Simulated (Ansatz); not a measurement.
BeSe:
```yaml
crystal:
  lattice:
    - [3.10309, 0.00000, 0.00000]
    - [0.00000, 3.10309, 0.00000]
    - [0.00000, 0.00000, 3.10309]
  atoms:
    - { symbol: Be, position: [0.00000, 0.00000, 0.00000] }
    - { symbol: Se, position: [0.50000, 0.50000, 0.50000] }
```

Relaxed with PBE. Special points in fractions of this cell's reciprocal vectors: Γ (0.000, 0.000, 0.000); X (0.000, 0.500, 0.000); M (0.500, 0.500, 0.000); R (0.500, 0.500, 0.500).

Q: List the band energies nearest the Fermi level at these points for PBE in the plane-wave PAW code Ansatz.

A: In eV from the Fermi level; about four levels below and three above (degenerate sets whole), none deeper than 8.9 eV; … stands for higher levels left out; points with the same levels are listed once.

```csv
k,below,above
Γ,-1.49 -1.49 -1.49,0.57 5.08 5.08
X,-8.19,0.34 0.34 2.81
M,-6.42 -6.42 -1.93,1.41 6.69 7.07 7.07
R,-4.15 -4.15 -4.15 -0.46 -0.46 -0.46,2.46 …
```

Space group Pm-3m (CsCl type). A made-up cell: these elements were put on the sites of a structure type; neither database checked (COD, Materials Project) lists it. COD files the formula under space group No. 216, so this cell is another polymorph or a model. Whether it is the stable phase at ambient conditions was not checked. The PBE relaxation kept the symmetry of its start; its stability against distortions is not shown here. Scalar-relativistic: spin–orbit coupling is off unless named, which matters more the heavier the elements.

Potentials: the later of the program's two PAW sets.
